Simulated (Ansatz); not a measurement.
Input file for Ansatz (an electronic-structure program):

Ansatz 0.2 input:
```yaml
crystal:
  lattice:
    - [-1.53579484, 1.53579484, 1.53579484]
    - [1.53579484, -1.53579484, 1.53579484]
    - [1.53579484, 1.53579484, -1.53579484]
  atoms:
    - { symbol: Os, position: [0.0, 0.0, 0.0] }
kpoints:
  mp_grid: { grid: [33, 33, 33] }
hamiltonian:
  xc: r2scan
  pseudopotentials: { azcp: { folder: ./paw }, kind: paw }
scf:
  occupations: { method: fermi_dirac, width: 0.1 }
elastic: { mode: relaxed_ion, stencil: two_point, amplitude: 0.005, f_tol: 0.0005 }
```

Output (shortened):

```
Pseudopotential: Os, paw, valence charge 16
Functional definition: r2SCAN
Crystal: 1 atoms, lattice volume = 14.490 Å³
Basis set: ecut = 500 eV, 369 PW (Γ), exchange–correlation on 80×80×80 points (64 copies of the dense FFT grid, shifted against one another)
Bands: 12, of which v1, the nominal top of the filled ones, is band 8 counted from 1 (7 counted from 0)
Symmetry: 48 space group operations
Space group: Im-3m (ITA 229), of the structure as read, at distance tolerance 2.4e-5 Å
k-points: 969 of 35937
the search or the solves at the SCF's close seem to have found levels that the self-consistency loop had missed (the run counts 4) …
SCF 1 converged in 9 iterations: F = -11397.909568 eV  dr2 = 1.59e-15
Crystal: 1 atoms, lattice volume = 14.490 Å³
SCF 2 converged in 2 iterations: F = -11397.909568 eV  dr2 = 6.53e-16
Crystal: 1 atoms, lattice volume = 14.417 Å³
Symmetry: 16 space group operations
k-points: 2601 of 35937
SCF 3 converged in 8 iterations: F = -11397.909460 eV  dr2 = 2.44e-14
Crystal: 1 atoms, lattice volume = 14.562 Å³
SCF 4 converged in 7 iterations: F = -11397.909631 eV  dr2 = 1.82e-14
Crystal: 1 atoms, lattice volume = 14.490 Å³
Symmetry: 8 space group operations
k-points: 4913 of 35937
SCF 5 converged in 9 iterations: F = -11397.909276 eV  dr2 = 5.37e-14
Crystal: 1 atoms, lattice volume = 14.490 Å³
SCF 6 converged in 6 iterations: F = -11397.909276 eV  dr2 = 9.81e-15
SCF converged after 2 iterations
Free energy (F): -11397.909568 eV
Harris-Foulkes:  -11397.909568 eV  (|F-HF|=1.09e-11)
Internal energy: -11397.866583 eV  (E = F + TS)
E sigma→0 (E₀):  -11397.888076 eV
Entropy (-TS):   -0.042985 eV (-42.985 meV/atom)
Fermi energy:    25.070597 eV
--- Per-component energies (eV) ---
  E_band       = -95.047918
  E_kinetic    = 492.704219
  E_local      = -949.568341  (includes V_loc(G=0)·N_el)
  E_nonlocal   = 198.106808
  E_hartree    = 339.190404
  E_xc         = -218.721299
  E_vxc        = -267.678708  (∫ρ·V_xc dr)
  E_paw        = -9075.415479  (= ΣΔE_a)
  E_vpaw       = -262.562756  (= ΣTr[D̂ρ^β])
  E_aug_tail   = 0.000263  (compensation charges beyond the density's cutoff)
  E_vtau       = 15.569789  (kinetic-family band-sum trace: ∫τ·v_τ [+ j·A + Jᵃ·Aᵃ] dr)
  E_ewald      = -2183.777994
  E_core_change = -0.385165  (= ΣΔE_core)
  E_smearing   = -0.042985  (= −TS)
  E_closure    = 0.000000  (closes the sum)
  Σ components = -11397.909568   (vs F -11397.909568, Δ=0.00e0)
--- Forces (eV/Å), atoms counted from 1 ---
  atom   1  Os     0.00000000     0.00000000     0.00000000
  max |Σ_I F_I| component: 0.0 eV/Å
--- Stress (GPa, compression-positive) ---
        0.162604       0.000000       0.000000
        0.000000       0.162604       0.000000
        0.000000       0.000000       0.162604
  P = ⅓ Tr σ = 0.1626 GPa (1.626 kbar)
--- Band table (eV; the first three rows and the last of 969) ---
  k-point 0: bands = ["-63.7457", "-21.9716", "-21.9716", "-21.9716", "13.6145", "21.5137", "21.5137", "21.5137", "25.0350", "25.0350", "41.0516", "41.0516"]
  k-point 1: bands = ["-63.7448", "-21.9817", "-21.9749", "-21.9716", "13.6614", "21.4896", "21.5114", "21.5561", "24.9980", "25.0360", "41.0854", "41.1262"]
  k-point 2: bands = ["-63.7419", "-22.0115", "-21.9845", "-21.9717", "13.8004", "21.4188", "21.5025", "21.6828", "24.8954", "25.0396", "41.1807", "41.3482"]
  k-point 968: bands = ["-63.5591", "-22.7233", "-22.7217", "-22.7217", "17.4185", "17.4247", "27.4345", "27.4345", "27.4879", "33.0308", "33.2288", "33.2288"]
--- Elastic constants: 2 strain directions × 2 members + reference (group order 48) ---
  dense FFT box of the reference and of every strained cell: 20×20×20
  strains applied: 11, 23; error gains: componentwise 1.00 (the most a stress slope's error grows in a printed constant), spectral 1.73 (1 for all six strains …
  C = ∂σ_k/∂η_j (tension-positive GPa; Voigt order 11 22 33 23 13 12):
        19.926    561.369    561.369      0.000      0.000      0.000
       561.369     19.926    561.369      0.000      0.000      0.000
       561.369    561.369     19.926      0.000      0.000      0.000
         0.000      0.000      0.000    257.403      0.000      0.000
         0.000      0.000      0.000      0.000    257.403      0.000
         0.000      0.000      0.000      0.000      0.000    257.403
  reference stress σ⁰ (GPa):     -0.163     -0.163     -0.163      0.000      0.000      0.000
  moduli (Voigt/Reuss/Hill, GPa): K = 380.89/380.89/380.89   G = 46.15/1171.73/608.94   E = 1191.73   ν = -0.021
  mechanically stable: NO (min eigenvalue of sym C = -541.44 GPa)
  strain η (Voigt 11):  stress-route row diagonal C_11 = 19.93 GPa, energy-path curvature d²(F+E_count+ΔE)/dδ²/Ω₀ = 19.65 GPa
         δ    σ_11 (GPa)             F (eV)   n_scf  n_hpsi   n_pw
    -5.000e-3      -0.3399      -11397.9094600       8  649208    378   relax 0 steps, max|allowed force component| 0.00e0 eV/Å
     5.000e-3      -0.1406      -11397.9096305       7  579985    382   relax 0 steps, max|allowed force component| 0.00e0 eV/Å
  strain η (Voigt 23):  stress-route row diagonal C_44 = 257.40 GPa, energy-path curvature d²(F+E_count+ΔE)/dδ²/Ω₀ = 257.53 GPa
         δ    σ_23 (GPa)             F (eV)   n_scf  n_hpsi   n_pw
    -5.000e-3      -1.2870      -11397.9092761       9  1237635    379   relax 0 steps, max|allowed force component| 0.00e0 eV/Å
     5.000e-3       1.2870      -11397.9092761       6  994783    379   relax 0 steps, max|allowed force component| 0.00e0 eV/Å
```

Cost: very roughly 9 core-minutes on shared cores.

The start of the workflow was typed in or built on a structure type; neither database checked (COD, Materials Project) lists it. It is not the phase usual at ambient conditions (space group No. 194). The cell was relaxed with r²SCAN under the symmetry of its start. At this level the phase is mechanically unstable. No spin polarisation was allowed. As this level gives no gap, shear constants depend on the k-mesh and smearing (Fermi–Dirac, 0.1 eV here). Scalar-relativistic: spin–orbit coupling is off unless named, which matters more the heavier the elements.

Potentials: the earlier of the program's two PAW sets.

Ansatz is a plane-wave DFT program.
